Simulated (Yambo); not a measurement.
A G0W0@PBEsol run in Yambo for RbCl (rock salt, space group Fm-3m, No. 225) under isotropic strain of -0.7 % on all lattice vectors (4×4×4 Γ-centred k mesh, 159 bands and a 10 Ry block in the screening, 159 bands in G with the Bruneval-Gonze terminator, plasmon pole fitted at 27.2 eV) gives these matrix elements, in eV, at the band edges (Γ → Γ):

| state | E0 | <Vxc> | <Σx> | <Σc(E0)> | Z |
|---|---|---|---|---|---|
| valence edge | 0.000 | -13.941 | -18.557 | 1.779 | 0.812 |
| conduction edge | 4.963 | -6.955 | -3.172 | -2.962 | 0.878 |

Q: Solve the linearised quasiparticle equation for both states, give the gap, and say how exchange and correlation each act on it.

A: E = E0 + Z(Σx + Σc − Vxc). Valence: 0.000 + 0.812 × (-18.557 + (1.779) − (-13.941)) = -2.30 eV. Conduction: 4.963 + 0.878 × (-3.172 + (-2.962) − (-6.955)) = 5.68 eV. The gap is 7.99 eV, against 4.96 eV in PBEsol. Replacing Vxc by bare exchange alone would open it by 8.40 eV; correlation takes back 4.74 eV of that, and Z scales what is left. Convergence of the G0W0 settings was not tested. 

Geometry strained from the cell relaxed with PBEsol, atoms relaxed again; primitive cell a = b = c = 4.5927 Å, α = β = γ = 60.00°.
